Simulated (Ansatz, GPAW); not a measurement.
This is a calculation of Bi2Te3 (Tellurobismuthite) for GPAW 26.7.0 (ASE script). 

Contents of run.py:

```python
from ase import Atoms
from ase.dft.bandgap import bandgap
from ase.io import write
from ase.units import Bohr, GPa
from gpaw import GPAW, PW
from gpaw.elf import elf_from_dft_calculation

atoms = Atoms(['Bi', 'Bi', 'Te', 'Te', 'Te'],
              cell=[[2.193, 1.2661291403, 10.1656666667],
                    [-2.193, 1.2661291403, 10.1656666667],
                    [0.0, -2.5322582807, 10.1656666667]],
              scaled_positions=[[0.6, 0.6, 0.6],
                                [0.4, 0.4, 0.4],
                                [0.7905, 0.7905, 0.7905],
                                [0.2095, 0.2095, 0.2095],
                                [0.0, 0.0, 0.0]],
              pbc=True)

calc = GPAW(mode=PW(600),
            xc='PBE',
            kpts={'size': (7, 7, 7), 'gamma': True},
            occupations={'name': 'fermi-dirac', 'width': 0.05},
            nbands=39,
            convergence={'density': 1e-05, 'energy': 1e-05},
            maxiter=150,
            txt='gpaw.txt')
atoms.calc = calc
energy = atoms.get_potential_energy()
forces = atoms.get_forces()
stress = atoms.get_stress()
calc.write('gs.gpw')
write('result.traj', atoms)
print(f'Energy: {energy:.6f} eV')
print('Forces (eV/A):')
print(forces.round(4))
print('Stress (GPa):', (stress / GPa).round(3))
print('Fermi level:', round(calc.get_fermi_level(), 4), 'eV')
print(f'Gap: {bandgap(calc)[0]:.4f} eV, direct: {bandgap(calc, direct=True)[0]:.4f} eV')

# fields on the real-space grid
write('density.cube', atoms, data=calc.get_pseudo_density() * Bohr**3)
write('potential.cube', atoms, data=calc.get_electrostatic_potential())
write('elf.cube', atoms, data=elf_from_dft_calculation(calc).data)
```

Potentials or basis: GPAW PAW data sets (gpaw-data 1.2.1), pw.

Run with:

```sh
$ OMP_NUM_THREADS=1 python run.py
```

Problem. Set up the same calculation for Ansatz 0.2.0. Potentials or basis there: all-electron LAPW, scalar-relativistic.

Solution. As run (cutoffs and basis follow the program's own potentials, and thresholds, step limits or extra output files can differ):

input.yaml

```yaml
crystal:
  lattice:
    - [2.193, 1.2661291403, 10.1656666667]
    - [-2.193, 1.2661291403, 10.1656666667]
    - [0.0, -2.5322582807, 10.1656666667]
  atoms:
    - { symbol: Bi, position: [0.6, 0.6, 0.6] }
    - { symbol: Bi, position: [0.4, 0.4, 0.4] }
    - { symbol: Te, position: [0.7905, 0.7905, 0.7905] }
    - { symbol: Te, position: [0.2095, 0.2095, 0.2095] }
    - { symbol: Te, position: [0.0, 0.0, 0.0] }
kpoints:
  mp_grid: { grid: [7, 7, 7] }
scf:
  occupations: { method: fermi_dirac, width: 0.05 }
hamiltonian:
  xc: pbe
  pseudopotentials: { kind: all_electron, lapw: { basis_error: 0.001 } }
output:
  forces: true
  stress: true
  eigenvalues: true
  populations: true
```

Potentials or basis: all-electron LAPW, scalar-relativistic.

Run with:

```bash
$ ansatz run input.yaml --threads 4 --pin off --max-ram 12288MiB --backend cpu --events-out ev --progress --plain --runs-dir out
```

Both were run:

|  | GPAW | Ansatz |
| --- | --- | --- |
| Pressure | 1.7 GPa | 1.9 GPa |

Where Ansatz's input types no cutoff or centring, it takes its own default and a Γ-centred mesh.

Pressure is positive in compression.
